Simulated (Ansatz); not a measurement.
GaP (zinc blende)

```
GaP
1.0
    0.00000     5.50603     5.50603
    2.75302     0.00000     2.75302
    2.75302     2.75302     0.00000
P Ga
2 2
Direct
  0.37500   0.75000   0.75000
  0.87500   0.75000   0.75000
  0.00000   0.00000   0.00000
  0.50000   0.00000   0.00000
```

In this cell atom 4 (Ga, nearest neighbour P at 2.384 Å; its periodic images, 3.9 Å or more away, move with it) is moved by s along Cartesian [111], unit vector (0.577, 0.577, 0.577); all other atoms and the cell stay fixed.

Calculation: PBE (plane waves to 420 eV, PAW, scalar-relativistic; Ansatz, an electronic-structure program). k mesh 4×8×8 (Γ-centred), Fermi-Dirac smearing 0.05 eV. E stands for the smeared free energy. GaP was relaxed with its symmetry unable to fall. ΔE is measured from the undisplaced structure.

| s (Å) | ΔE (meV/cell) |
|---|---|
| -0.480 | 1864 |
| -0.384 | 1061 |
| -0.288 | 534 |
| -0.192 | 213 |
| -0.096 | 48 |
| 0.000 | 0 |
| 0.096 | 39 |
| 0.192 | withheld |
| 0.288 | 281 |
| 0.384 | 445 |
| 0.480 | 618 |

Fit a polynomial form (powers 2, 3, 4) to the given rows and predict ΔE at s = 0.192.

Least squares on the 10 given rows: ΔE = (4626)·s² + (-5582)·s³ + (3297)·s⁴, in meV/cell with s in Å; root-mean-square residual 5.4 meV/cell. At 0.192 the fit gives 136 meV/cell; the calculation gives 139 meV/cell, so the interpolation is off by -3 (-2.2 %). The quadratic term alone would give 171 meV/cell.

(For displaced atoms, the force is minus the slope of the energy, and its curvature is a force constant, which sets phonon frequencies.)
